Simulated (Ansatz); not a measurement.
Given:

LiMg2:
```cif
data_LiMg2
_chemical_formula_sum 'Li1 Mg2'
_space_group_name_H-M_alt 'P 1'
_space_group_IT_number 1
_cell_length_a 5.78247
_cell_length_b 5.78247
_cell_length_c 5.78247
_cell_angle_alpha 145.335
_cell_angle_beta 145.335
_cell_angle_gamma 49.835
loop_
_space_group_symop_operation_xyz
  'x, y, z'
loop_
_atom_site_label
_atom_site_type_symbol
_atom_site_fract_x
_atom_site_fract_y
_atom_site_fract_z
_atom_site_occupancy
Li1 Li 0.50000 0.50000 0.00000 1
Mg1 Mg 0.84128 0.84128 0.00000 1
Mg2 Mg 0.15872 0.15872 0.00000 1
```

This is the r²SCAN-relaxed structure.

Question: All from r²SCAN in the plane-wave PAW code Ansatz, unless another level is named. Give the density of states at the Fermi level.

Answer: 0.31 states/eV per atom (mean over ±0.08 eV).

Question: Next, the formation energy from the elements (no fitted shifts)?

Answer: -0.055 eV/atom.

Space group I4/mmm. The first step of the workflow began from a Materials Project structure, measured or hypothetical; the Crystallography Open Database copy checked does not list it. Its standing as an ambient phase is unchecked. The cell was relaxed with r²SCAN under the symmetry of its start; its stability against distortions is not shown here. The references are the lowest solids computed at this level, not always the standard phases.

Potentials: the later of the program's two PAW sets.
